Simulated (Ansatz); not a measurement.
## Property card for C

C:
```
C
1.0
    2.50984     0.00000     0.00000
   -1.25492     2.17359     0.00000
    0.00000     0.00000     8.28028
C
8
Direct
  0.00000   0.00000   0.59294
  0.00000   0.00000   0.40706
  0.00000   0.00000   0.09294
  0.00000   0.00000   0.90706
  0.33333   0.66667   0.34450
  0.66667   0.33333   0.65550
  0.66667   0.33333   0.84450
  0.33333   0.66667   0.15550
```

Space group P6_3/mmc (No. 194); conventional cell a = b = 2.510 Å, c = 8.280 Å, α = β = 90.00°, γ = 120.00°.

Method: plane-wave PAW r²SCAN (Ansatz code). The cell and atoms are relaxed at this level. Other levels are named where they apply.

**Cell and energy**

```json
{
 "volume_per_atom": "5.65 Å³",
 "density": "3.53 g/cm³"
}
```

**Electronic structure**

```json
{
  "band_gap": "4.80 eV (indirect)",
  "valence_band_maximum": "at Γ",
  "conduction_band_minimum": "on the Γ–M line, 82 % of the way from Γ (6 equivalent valleys)",
  "smallest_direct_gap_on_the_standard_path": "5.59 eV",
  "electron_effective_mass": "0.20, 1.6, 2.0 mₑ (principal values)",
  "Hole effective mass, band 1 of 2 at the edge": "0.72 along x, 0.65 along z (mₑ)",
  "Hole effective mass, band 2 of 2 at the edge": "0.26 along x, 0.65 along z (mₑ)",
  "HSE06 gap on the r²SCAN cell": "5.72 eV"
}
```

**Mechanics**

```json
{
  "Bulk modulus (Birch–Murnaghan fit)": "451 GPa",
  "Pressure derivative B′": "3.7",
  "Elastic constants (relaxed ions, GPa)": "C11 = 1220, C12 = 93.8, C13 = 32.4, C33 = 1290, C44 = 505",
  "mechanical_stability": "stable (all eigenvalues of C positive)",
  "hill_bulk_and_shear_moduli": "451 and 552 GPa",
  "Young's modulus": "1180 GPa",
  "Poisson's ratio": "0.07",
  "debye_temperature_from_the_elastic_constants": "2280 K"
}
```

**Dielectric response**

```json
{
  "Electronic dielectric constant ε∞ (DFPT)": "5.68 (xx = yy), 5.91 (zz)"
}
```

**Phonons**

```json
{
 "highest_zone_centre_frequency": "40.08 THz",
 "zone_centre_stability": "no imaginary mode at Γ",
 "dynamical_stability_on_the_path": "stable (no imaginary branch)",
 "zero_point_energy": "183.1 meV/atom",
 "Vibrational entropy at 300 K": "2.3 J/(K·mol of atoms)"
}
```

The first step of the workflow began from a Materials Project structure, measured or hypothetical. Its sites differ from those of the usual phase in this space group: another stacking or structure type. The r²SCAN relaxation kept the symmetry of its start.

Potentials: the later of the program's two PAW sets.
